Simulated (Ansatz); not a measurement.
## Sr, beta-Sn type: geometry optimisation

All numbers below come from Ansatz 0.2.0, DFT, LDA (PW92), plane waves (420 eV) with PAW, scalar-relativistic. The PAW files were generated under PBE, with cores re-solved for the functional.

k-point mesh 9×9×6, Fermi-Dirac smearing 0.1 eV, no spin polarisation. Cell and atoms relax.

Starting structure:

```cif
data_structure
_symmetry_space_group_name_H-M 'P 1'
_symmetry_Int_Tables_number 1
_cell_length_a 5.7354
_cell_length_b 5.7354
_cell_length_c 5.7354
_cell_angle_alpha 97.454
_cell_angle_beta 97.454
_cell_angle_gamma 137.779
_cell_volume 118.27
loop_
_atom_site_label
_atom_site_type_symbol
_atom_site_fract_x
_atom_site_fract_y
_atom_site_fract_z
_atom_site_occupancy
Sr1 Sr 0.00000 0.00000 0.00000 1
Sr2 Sr 0.75000 0.25000 0.50000 1
```

Problem. What cell does the relaxation end in?

Solution. C2/c with a = 7.081 Å, c = 3.816 Å (c/a = 0.539); 47.84 Å³ per atom against 59.14 at the start (-19.1 %).

Problem. How much energy does the relaxation gain?

Solution. 60.8 meV per atom.

The k-point mesh keeps fewer symmetry operations than the starting structure has, so the cell can leave it.
